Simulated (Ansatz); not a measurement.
Nb (fcc (Cu type), Fm-3m) under volume change, the program Ansatz at the PBEsol level (PAW), scaled uniformly.

```
V (Å³/atom)  E − E(relaxed) (meV/atom)  P (GPa)
-----------  -------------------------  -------
16.500                            92.2    19.44
17.044                            39.0    12.05
17.588                             9.3     5.61
18.132                             0.0     0.00
18.676                             8.5    -4.88
19.220                            32.4    -9.12
19.764                            69.8   -12.81
```

Task: What does a third-order Birch–Murnaghan fit give for V₀, B₀ and B′?

Result: V₀ = 18.13 Å³/atom, B₀ = 174 GPa, B′ = 3.6.

The workflow started from an entry of the Crystallography Open Database (COD), which files this formula under 2 space groups. It is not the phase usual at ambient conditions (space group No. 229). The PBEsol relaxation kept the symmetry of its start. At this level the phase is mechanically unstable. No spin polarisation was allowed.

Potentials: the later of the program's two PAW sets.
